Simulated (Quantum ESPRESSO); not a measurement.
```
ScF3
1.0
    2.84075     1.64011     2.31844
   -2.84075     1.64011     2.31844
    0.00000    -3.28022     2.31844
F Sc
3 1
Direct
  0.50000   0.00174   0.99826
  0.99826   0.50000   0.00174
  0.00174   0.99826   0.50000
  0.00000   0.00000   0.00000
```

Cell and atoms were relaxed with PBEsol from Materials Project entry mp-10694, within its symmetry.

### Question
What does norm-conserving PBEsol (Quantum ESPRESSO, 84 Ry, without SOC) give for the electronic structure near the Fermi level?

### Answer
The PBEsol gap is indirect, 6.30 eV, from P to Γ; the smallest direct gap is 6.84 eV.
